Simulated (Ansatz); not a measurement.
BaHfO3 (cubic perovskite, Pm-3m) under volume change, DFT-LDA in the program Ansatz with PAW potentials, scaled uniformly.

```csv
V (Å³/atom),E − E(relaxed) (meV/atom),P (GPa)
12.740,?,?
13.160,32.0,12.95
13.580,7.5,5.94
14.000,0.0,-0.01
14.420,6.8,-5.07
14.840,?,?
15.260,55.3,-13.00
```

Task: What belongs in the gaps?

Result: 
- 12.740, E − E(relaxed) (meV/atom): 76.5
- 12.740, P (GPa): 21.19
- 14.840, E − E(relaxed) (meV/atom): 25.9
- 14.840, P (GPa): -9.36

Task: What does a third-order Birch–Murnaghan fit give for V₀, B₀ and B′?

Result: V₀ = 14.00 Å³/atom, B₀ = 182 GPa, B′ = 4.4.

The LDA relaxation kept the symmetry of its start; phonons on a q-mesh show weakly imaginary modes. No spin polarisation was allowed. Spin–orbit coupling is left out wherever it is not named.

Potentials: the later of the program's two PAW sets.
